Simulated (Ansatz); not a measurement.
Straining TiB2

Theory: DFT PBE, scalar-relativistic, plane waves, PAW in Ansatz 0.2.0. Settings: 420 eV cutoff, 15×15×14 k-mesh, Gaussian smearing of 0.10 eV, no spin polarisation.

Starting point, cell and atoms relaxed:

```
CELL_PARAMETERS angstrom
3.03214 0.00000 0.00000
-1.51607 2.62591 0.00000
0.00000 0.00000 3.22339
ATOMIC_POSITIONS crystal
Ti 0.00000 0.00000 0.00000
B 0.33333 0.66667 0.50000
B 0.66667 0.33333 0.50000
```

Deformation: biaxial strain in the a-b plane, with the length and tilt of c and the atoms relaxed, all within the symmetry that the strain leaves. Energies are extrapolated to zero smearing. Stress is positive in compression, on the Cartesian axes of the cell above.

| strain (%) | ΔE (meV/atom) | a (Å) | b (Å) | c (Å) | σxx (GPa) | σyy (GPa) | σzz (GPa) |
| --- | --- | --- | --- | --- | --- | --- | --- |
| -6.0 | 148.0 | 2.850 | 2.850 | 3.317 | 51.05 | 51.05 | -0.01 |
| -4.0 | 62.8 | 2.911 | 2.911 | 3.285 | 31.45 | 31.45 | -0.01 |
| -2.0 | 15.0 | 2.971 | 2.971 | 3.254 | 14.55 | 14.55 | -0.01 |
| +0.0 | 0.0 | 3.032 | 3.032 | 3.223 | 0.03 | 0.03 | 0.04 |
| +2.0 | ? | 3.093 | 3.093 | ? | ? | ? | ? |
| +4.0 | 52.6 | 3.153 | 3.153 | 3.169 | -23.10 | -23.10 | 0.01 |
| +6.0 | ? | 3.214 | 3.214 | ? | ? | ? | ? |

(1) Fill in the row at +2.0 %.

(2) Fill in the row at +6.0 %.

Answers

(1) ΔE 13.7 meV/atom; c 3.195 Å; σxx -12.41 GPa; σyy -12.41 GPa; σzz 0.01 GPa.

(2) ΔE 113.5 meV/atom; c 3.143 Å; σxx -32.07 GPa; σyy -32.07 GPa; σzz 0.00 GPa.